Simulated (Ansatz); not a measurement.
Cr3GeN:
```cif
data_Cr3GeN
_chemical_formula_sum 'Ge1 N1 Cr3'
_space_group_name_H-M_alt 'P 1'
_space_group_IT_number 1
_cell_length_a 3.77308
_cell_length_b 3.77308
_cell_length_c 3.77308
_cell_angle_alpha 90.000
_cell_angle_beta 90.000
_cell_angle_gamma 90.000
loop_
_space_group_symop_operation_xyz
  'x, y, z'
loop_
_atom_site_label
_atom_site_type_symbol
_atom_site_fract_x
_atom_site_fract_y
_atom_site_fract_z
_atom_site_occupancy
Ge1 Ge 0.00000 0.00000 0.00000 1
N1 N 0.50000 0.50000 0.50000 1
Cr1 Cr 0.00000 0.50000 0.50000 1
Cr2 Cr 0.50000 0.50000 0.00000 1
Cr3 Cr 0.50000 0.00000 0.50000 1
```

Relaxed with PBEsol.

### Question
Decompose the optical modes at the zone centre into irreducible representations, and say which are infrared and Raman allowed.

### Answer
Point group m-3m: Γ_opt = 3T1u + T2u. Infrared: T1u. Raman: none.

### Question
Assign frequencies (DFPT, DFT-PBEsol in the program Ansatz with PAW potentials).

### Answer
T2u 124i, T1u 164, T1u 199, T1u 650 cm⁻¹.

Space group Pm-3m (anti-perovskite). A made-up cell: these elements were put on the sites of a structure type; neither database checked (COD, Materials Project) lists it. COD files the formula under space group No. 113. Its standing as an ambient phase is unchecked. The cell was relaxed with PBEsol under the symmetry of its start. At this level the phase is dynamically unstable (imaginary phonons). The workflow began spin-polarised and lost its moments. As this level gives no gap, phonon frequencies hold no LO–TO term and depend on the k-mesh and smearing (Fermi–Dirac, 0.1 eV here).

Potentials: the earlier of the program's two PAW sets. The files were generated under PBE; for other functionals the program regenerates the frozen cores, and for LDA and PBEsol the local potential too.
